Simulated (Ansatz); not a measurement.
A comparison from first-principles data. A metal film that reacts with Ge consumes substrate; on a shallow junction the depth consumed per thickness of contact matters as much as the driving force.

The yardstick is NiGe. 8 nm of metal is deposited and fully reacted. All products have no gap at this level.

Methods, by column (Ansatz, a plane-wave PAW program): volume per atom: r²SCAN, relaxed cell; metal volume, Ge volume: r²SCAN, the element in its room-temperature structure; ΔH_f: r²SCAN, 0 K, against the elements in the same set-up, no fitted corrections.

Runs started from generated or typed cells of the structure named: NiGe. Whether these are the forms stable at ambient conditions was not checked: Rh2Ge (Pnma, oP12). No claim is made that these are known or stable phases: CoGe (C2/m, mS16); Y5Ge3 (P6₃/mcm, hP16). Run without spin polarisation: CoGe (C2/m, mS16), NiGe. Spin–orbit coupling is left out unless named. No other phase of the formula is at hand at the same level beside Rh2Ge (Pnma, oP12), Y5Ge3 (P6₃/mcm, hP16). ΔH_f counts from the lowest computed solid of each element: Co (P6_3/mmc, ferromagnetic), Ge (Fd-3m), Ni (Fm-3m, ferromagnetic), Rh (Fm-3m), Y (P6_3/mmc).

Definitions used: Ge consumed = metal thickness × y × V(Ge)/V(metal); product = metal thickness × (1 + y) × V/V(metal); ratio = consumed/product; volume change = product/(metal + consumed) − 1.

```
crystal                 Ge atoms per metal atom  V (Å³/atom)  V of the metal (Å³/atom)  V of Ge (Å³/atom)  ΔH_f (eV/atom)
----------------------  -----------------------  -----------  ------------------------  -----------------  --------------
CoGe (C2/m, mS16)                         1.000        12.96                     10.61              22.83          −0.058
Y5Ge3 (P6₃/mcm, hP16)                     0.600        25.17                     33.49              22.83          −0.954
Rh2Ge (Pnma, oP12)                        0.500        13.91                     13.72              22.83          −0.470
NiGe (Pnma), reference                    1.000        13.30                     10.52              22.83          −0.265
```

Task: Which rows meet all of these limits: ΔH_f below −0.37 eV/atom, Ge consumed below 12 nm? Of those, which is best by Ge consumed per nm of product?

Result: The worked columns:

```
crystal                 Ge consumed (nm)  product thickness (nm)  consumed per nm of product  volume change (%)
----------------------  ----------------  ----------------------  --------------------------  -----------------
CoGe (C2/m, mS16)                  17.21                   19.54                        0.88                −22
Y5Ge3 (P6₃/mcm, hP16)               3.27                    9.62                        0.34                −15
Rh2Ge (Pnma, oP12)                  6.66                   12.17                        0.55                −17
NiGe (Pnma), reference             17.36                   20.23                        0.86                −20
```

CoGe (C2/m, mS16) fails on ΔH_f (−0.058) and Ge consumed (17.21); NiGe fails on ΔH_f (−0.265) and Ge consumed (17.36). Left: Y5Ge3 (P6₃/mcm, hP16) (0.34 ± 0.011), Rh2Ge (Pnma, oP12) (0.55 ± 0.017). Y5Ge3 (P6₃/mcm, hP16) leads; the reference has 0.86. The ± follows from allowances picked for this note (volume per atom 1 %, 3 % for the model), carried to first order and added in quadrature; rows tie if closer than their two ± added in quadrature.

The steps for Y5Ge3 (P6₃/mcm, hP16):

- Ge consumed: 8 × 0.600 × 22.83/33.49 = 3.27 nm
- product thickness: 8 × (1 + 0.600) × 25.17/33.49 = 9.62 nm
- Ge consumed per nm of product: 3.27/9.62 = 0.34
- volume change: 100 × (9.62/(8 + 3.27) − 1) = −15 %

Which phase forms first is kinetic; barrier heights, resistivities and agglomeration are not treated. Phases over 50 meV/atom above the lowest one at hand were not drawn (by r²SCAN where it compared them, else by the largest value; a layered or molecular lowest phase counts only with a dispersion term); other phases could lie lower still. The rows are a sample and no shortlist: familiar crystals first, some related and some not, whatever their agreement with measurement; tables with many equal figures were not kept. Limits of the draw: ΔH_f under −0.03 eV/atom; for ΔH_f, runs without a dispersion term, no Mn, and elements whose lowest cell is their usual one. As a rule kept out of such tables: 4f compounds, open-shell compounds run without a Hubbard term, cells found unstable in the tests at hand, cells close to a higher symmetry, and runs set to a pressure or over 12 % in volume from the crystal's fullest run.
